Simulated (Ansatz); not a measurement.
**Bi started on a Ti site next to an O vacancy in cubic perovskite SrTiO3, 39 atoms, charge 0**

All numbers come from Ansatz (PAW, plane waves, no spin–orbit coupling) at the single k point (¼, ¼, ¼) without its symmetry partners. The atoms were relaxed with PBEsol in a fixed cell; other functionals are single points on those atoms unless said otherwise. The valence top and gap of the host come from its small cell on a dense mesh, with the band extrema sought between the mesh points, lined up by the mean potential, PBEsol gap 1.85 eV, r²SCAN gap 2.29 eV.

Cell: a = 7.783 Å, b = 7.783 Å, c = 7.783 Å, α = 90.00°, β = 90.00°, γ = 90.00°.

Nearest atoms after relaxation, from the placed atom (for vacancies from the middle of the vacant sites): O at 2.13 Å, O at 2.13 Å, O at 2.14 Å, O at 2.15 Å, O at 2.35 Å, Sr at 3.33 Å, Sr at 3.35 Å, Sr at 3.37 Å.

Chemical potentials μ are those of reference phases of the elements at zero temperature by the same functional (the usual solids, diamond for C, grey Sn, and the molecules H2, N2, O2, F2, Cl2, Br2 and S8).

```csv
functional,E(defect) − E(host) − Σ nμ + q·E_VBM (eV),monopole (eV),alignment (eV),formation energy at E_F = VBM (eV),moment (μB),"wall time, shared host"
PBEsol,11.22,0.00,0.00,11.22,1.0,66 s on 8 threads of Platinum 8488C (relaxation)
r²SCAN,12.25,0.00,0.00,12.25,1.0,25 s on 8 threads of Platinum 8488C
```

r²SCAN one-electron levels near the gap (the ten most localised at most), from the host's valence top:

```
level (eV)  spin  filling  atoms sharing it  element of the atom with most weight
     -0.30    up     1.00              19.3                                spread
     -0.13  down     1.00              18.7                                spread
     -0.08  down     1.00              15.9                                spread
     -0.07    up     1.00              16.0                                spread
     -0.02  down     1.00              18.7                                spread
     -0.01    up     1.00              18.5                                spread
      0.08  down     1.00              10.4                                     O
      0.09    up     1.00              10.4                                     O
      0.30  down     1.00              11.5                                    Bi
      0.30    up     1.00              11.6                                    Bi
```

The charge sits partly or wholly in a band of the host, at the cell's one k point and not at the band edge, so the formation energy is too high and the charge correction doesn't apply as it stands.

All elements are taken at their own reference at once; growth conditions in equilibrium with the host shift these energies, by up to the host's formation enthalpy.

The ideal cubic host may itself distort, and that gain is in these energies.

One k point and a cell of this size can leave errors of several tenths of an eV in such numbers.
